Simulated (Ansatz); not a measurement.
HfC:
```yaml
crystal:
  lattice:
    - [3.22664, 0.00000, 0.00000]
    - [-1.61332, 2.79435, 0.00000]
    - [0.00000, 0.00000, 2.90160]
  atoms:
    - { symbol: Hf, position: [0.00000, 0.00000, 0.00000] }
    - { symbol: C, position: [0.33333, 0.66667, 0.50000] }
```

Relaxed with r²SCAN. Special points in fractions of this cell's reciprocal vectors: Γ (0.000, 0.000, 0.000); M (0.500, 0.000, 0.000); K (0.333, 0.333, 0.000); A (0.000, 0.000, 0.500); L (0.500, 0.000, 0.500); H (0.333, 0.333, 0.500).

List the band energies nearest the Fermi level at these points for DFT-r²SCAN with spin–orbit coupling in the program Ansatz with PAW potentials.

In eV from the Fermi level; about four levels below and three above (degenerate sets whole), none deeper than 8.9 eV; points with the same levels are listed once.

```json
[
 {"k": "Γ", "below": "-1.62 -1.62 -1.04 -1.04", "above": "1.77 1.77 5.51 5.51"},
 {"k": "M", "below": "-0.70 -0.70 -0.51 -0.51", "above": "0.25 0.25 5.73 5.73"},
 {"k": "K", "below": "-3.14 -2.58 -0.50 -0.43", "above": "2.74 3.05 3.30"},
 {"k": "A", "below": "-0.53 -0.53 -0.45 -0.45", "above": "2.10 2.10 2.53 2.53"},
 {"k": "L", "below": "-2.50 -2.50 -2.45 -2.45", "above": "1.99 1.99 6.72 6.72"},
 {"k": "H", "below": "-3.78 -3.39 -0.26 -0.15", "above": "1.93 1.96 6.51"}
]
```

Space group P-6m2. The start of the workflow was typed in or built on a structure type; neither database checked (COD, Materials Project) lists it. It is not the phase usual at ambient conditions (space group No. 225). Symmetry was held in the r²SCAN relaxation; its stability against distortions is not shown here. No spin polarisation was allowed.

Potentials: the earlier of the program's two PAW sets.
